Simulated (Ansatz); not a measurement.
# Zn: field gradients at two levels of theory

Cell: an entry of the Crystallography Open Database (COD), whose atoms a relaxation with PBE at fixed cell left in place.

```
CELL_PARAMETERS angstrom
2.66480 0.00000 0.00000
-1.33240 2.30778 0.00000
0.00000 0.00000 4.94670
ATOMIC_POSITIONS crystal
Zn 0.33333 0.66667 0.25000
Zn 0.66667 0.33333 0.75000
```

Atoms are numbered from 1 in the order listed; like atoms form one site, named after its first atom.

First run. The numbers come from a DFT calculation in Ansatz (PBE, plane waves and PAW, scalar-relativistic, 420 eV cutoff, Γ-centred 14×14×7 k-points, Fermi–Dirac smearing 0.05 eV).

```tsv
site	atom	V_zz (10²¹ V/m²)	η
Zn	1	3.79	0.00
```

Second run. The same atoms and settings, except that the functional is LDA.

Q: Given the first result, estimate the second.

A: 

```json
{"site": "Zn", "atom": "1", "V_zz": "3.84", "η": "0.00", "change of V_zz": "+0.05"}
```

The largest change of V_zz is on Zn, from 3.79 to 3.84.

With no gap above 0.1 eV, as in a metal, the gradients converge slowly in k; expect changes of a tenth or more on a denser mesh.
For the second run: At this cell the LDA pressure is -9 GPa, so with LDA the cell would shrink if it were relaxed.
